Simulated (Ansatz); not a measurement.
Sn (β-Sn type, I4_1/amd) under volume change, the program Ansatz at the r²SCAN+D4 level (PAW), shape and atoms relaxed at each volume.

| V (Å³/atom) | E − E(relaxed) (meV/atom) | P (GPa) |
|---|---|---|
| 24.765 | 46.7 | 6.68 |
| 25.581 | 19.5 | 4.06 |
| 26.397 | 4.6 | 1.86 |
| 27.214 | 0.0 | 0.00 |
| 28.030 | 4.1 | -1.56 |
| 28.847 | 15.4 | -2.86 |
| 29.663 | 32.9 | -3.96 |

### Question
What does a third-order Birch–Murnaghan fit give for V₀, B₀ and B′?

### Answer
V₀ = 27.22 Å³/atom, B₀ = 56.5 GPa, B′ = 4.8.

The cell was relaxed with r²SCAN+D4 under the symmetry of its start. The pairwise dispersion correction was not fitted to metals. Spin–orbit coupling is left out wherever it is not named.

Potentials: the later of the program's two PAW sets.
